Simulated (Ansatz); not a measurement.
The relaxed structure here is a generated cell of AlIr: the first start was made by a random draw of sites in a space group, and the end was not matched to a known phase here, so it may be hypothetical.

One starting cell of AlIr (a randomly generated symmetric cell of AlIr (space group No. 186)) was relaxed twice with Ansatz (plane waves, PAW, scalar-relativistic): with PBEsol at 420 eV and with PBE at 420 eV. The PBEsol result:

AlIr is taken in the hexagonal space group P6₃/mmc (No. 194), the NiAs type structure, Pearson symbol hP4. Cell: a = 2.8243 Å, b = 2.8243 Å, c = 8.0647 Å, α = 90.00°, β = 90.00°, γ = 120.00°. Al on 2a is coordinated by 6 Ir at 2.593 Å and 6 Al at 2.824 Å (cuboctahedral). Ir on 2d sees 6 Al at 2.593 Å and 6 Ir at 2.824 Å (anticuboctahedral). (Neighbours: up to the widest gap in distance over summed covalent radii, below 1.35, at either atom.)

| quantity | PBEsol | PBE |
|---|---|---|
| space group | P6₃/mmc | P6₃/mmc |
| volume (Å³/atom) | 13.93 | [?] |
| a (Å) | 2.824 | [?] |
| c (Å) | 8.065 | [?] |
| gap (eV, no spin-orbit coupling) | 0.00 | [?] |

### Question
Fill in the PBE column.

### Answer

- volume (Å³/atom), PBE: 14.32
- a (Å), PBE: 2.857
- c (Å), PBE: 8.105
- gap (eV, no spin-orbit coupling), PBE: 0.00

Both levels end in the same structure; PBE's volume is 2.8 % larger. Neither column is exact.

No spin polarisation in the result.

The run could not lose the symmetry of its start: the end is stationary, and may be a saddle point rather than a minimum.

Ansatz is a quantum-chemistry and plane-wave program.
